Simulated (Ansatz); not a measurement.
# Pd (Fm-3m) under several functionals

**What was measured.**

“Dislocation healing during hydrogen absorption and desorption in palladium”, 2022, arxiv:2204.14071 quotes, for a bulk crystal of Pd at 293.15 K: lattice constant a 3.8902 ± 0.0006 Å.

Plane-wave DFT in Ansatz with scalar-relativistic PAW potentials. The same structure was relaxed (cell and atoms, symmetry kept) in separate runs at each level. No spin polarisation.

| level | cutoff (eV) | k mesh | V (Å³/atom) | a (Å) |
| --- | --- | --- | --- | --- |
| PBEsol | 420 | 18×18×18 | 14.547 | 3.875 |
| r2SCAN | 500 | 18×18×18 | 14.915 | 3.907 |
| PBE | 420 | 18×18×18 | 15.317 | 3.942 |

Q: Where does LDA (420 eV, k mesh 18×18×18) fall?

A: V (Å³/atom) 14.145, a (Å) 3.839. Its volume is the smallest of the set. The usual order of volumes, LDA < PBEsol < PBE, holds here (14.145, 14.547, 15.317 Å³/atom). As a rule LDA overbinds; PBEsol, built on the gradient expansion of slowly varying densities, lies between LDA and PBE; PBE's stronger gradient term for exchange weakens bonds. r2SCAN lies 2.6 % under PBE in volume.

For PBE: Measured lattice constant a of Pd: 3.8902 Å (293.15 K; quoted in “Dislocation healing during hydrogen absorption and desorption in palladium”, 2022, arxiv:2204.14071). This calculation gives 3.942 Å (+1.3 %). The calculations are for 0 K without zero-point motion.